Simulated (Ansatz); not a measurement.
**Relaxing an invented Zn2Ag3 structure**

Computed with DFT PBE, scalar-relativistic, plane waves, PAW in Ansatz. Cutoff 420 eV, Gaussian smearing, Γ-centred meshes. Cell and atoms relax first on a coarse mesh and then on a finer one. In between, the cell is made exact in the group found at 0.06 Å. In metals the finer mesh still leaves noise of several meV/atom or more. The steps can't lower the symmetry of their start. No spin polarisation.

The cell of Zn2Ag3 is invented: random cell by space group and Wyckoff sites (Pm-3m, No. 221). Lengths were set from tabulated atomic sizes, so they are only a guess.

```
Zn Ag
1.0
     4.60203    0.00000    0.00000
     0.00000    4.60203    0.00000
     0.00000    0.00000    4.60203
Zn Ag
2 3
Direct
  0.50000 0.50000 0.50000
  0.00000 0.00000 0.00000
  0.00000 0.50000 0.50000
  0.50000 0.00000 0.50000
  0.50000 0.50000 0.00000
```

Energies over the elements count from the elements' standard structures at the same level, with no fitted energy shifts.

Q: What does it relax into?

A: The symmetry stays Pm-3m (No. 221). The volume per atom grows by 17.5 %, from 19.5 to 22.9 Å³. The shortest distance goes from 2.30 Å (Zn–Ag) to 2.43 Å (Zn–Ag). Conventional cell: a = 4.857 Å. Around Zn on its first site lie 6 Ag at 2.43 Å; Zn on its second site is surrounded by 12 Ag at 3.43 Å; Ag has 2 Zn at 2.43 Å, 4 Zn at 3.43 Å and 8 Ag at 3.43 Å.

```yaml
crystal:
  lattice:
    - [4.85656, 0.00000, 0.00000]
    - [0.00000, 4.85656, 0.00000]
    - [0.00000, 0.00000, 4.85656]
  atoms:
    - { symbol: Zn, position: [0.50000, 0.50000, 0.50000] }
    - { symbol: Zn, position: [0.00000, 0.00000, 0.00000] }
    - { symbol: Ag, position: [0.00000, 0.50000, 0.50000] }
    - { symbol: Ag, position: [0.50000, 0.00000, 0.50000] }
    - { symbol: Ag, position: [0.50000, 0.50000, 0.00000] }
```

Q: Give its energy and gap.

A:

- Formation energy: +0.55 eV/atom
- Gap on the 8×8×8 mesh of the 5-atom cell: 0 eV (a metal)

It can't be a ground state, since the elements alone are lower.

The last run used Gaussian smearing of 0.10 eV. A structure relaxed within its symmetry needn't be a true minimum.
